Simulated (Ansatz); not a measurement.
Below is a relaxed structure of AsO. The cell was found from a structure generator's guess, not taken from experiment.

Computed with DFT PBE, scalar-relativistic, plane waves, PAW in Ansatz 0.2.0. Cutoff 420 eV, Γ-centred mesh, Gaussian smearing, no spin polarisation.

```
CELL_PARAMETERS angstrom
2.87966 0.00000 0.00000
0.00000 2.87966 0.00000
0.00000 0.00000 3.69714
ATOMIC_POSITIONS crystal
As 0.00000 0.00000 0.50000
O 0.00000 0.00000 0.00000
```

Formation energies are uncorrected and refer to the elements' standard structures at the same level (O₂ as a molecule).

Question: What space group does it have?

Answer: P4/mmm (No. 123). Conventional cell: a = 2.880 Å, c = 3.697 Å. As is surrounded by 2 O at 1.85 Å; O is surrounded by 2 As at 1.85 Å.

Question: How far does it lie from the elements in energy?

Answer: −0.33 eV/atom. A negative formation energy is needed for stability but isn't enough: competing phases decide.

Question: Is it a metal?

Answer: Yes, bands cross the Fermi level on the 20×20×16 mesh.

The last run used a 20×20×16 mesh (in the run's order of axes) for its 2-atom cell and Gaussian smearing of 0.10 eV. An odd number of electrons in the primitive cell allows no gap without spin; a larger cell or a magnetic state could open one. The cell is a metal run without spin; a magnetic state may lie lower. The reference form of As is held partly by dispersion forces, which this level lacks. A structure relaxed within its symmetry needn't be a true minimum.
